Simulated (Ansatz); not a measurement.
The relaxed structure here is a generated cell of V3Si: the first start was made by a random draw of sites in a space group, and the end was not matched to a known phase here, so it may be hypothetical. Known forms of V3Si include space group No. 223.

A relaxed structure of V$_{3}$Si. Space group Imma (No. 74). Calculation: PBEsol (plane waves to 420 eV, PAW, scalar-relativistic; Ansatz, a program for electronic structure).

```xyz
8
Lattice="8.4788 -1.5465 0.0000 8.4788 1.5465 0.0000 -0.9515 0.0000 3.9050" Properties=species:S:1:pos:R:3 pbc="T T T"
Si     9.4248     0.0000     1.2661
Si     6.5814     0.0000     2.6390
V      5.3388     0.0000     0.2679
V      0.0849     0.0000     3.1248
V     10.6673     0.0000     3.6372
V     15.9213     0.0000     0.7802
V      2.8131     0.0000     1.7206
V     13.1931     0.0000     2.1844
```

* **Volume per atom**: 12.80 Å³
* **Density**: 5.87 g/cm³
* **Band gap**: zero (metallic)
* **Shortest distances**: Si–V 2.47 Å; V–V 2.49 Å; Si–Si 3.09 Å
* **k-mesh**: 13×13×10

No spin polarisation in the result.

It was reached from a disturbed copy of a Cmmm (No. 65) cell, against which it lies -1.30 eV/atom.
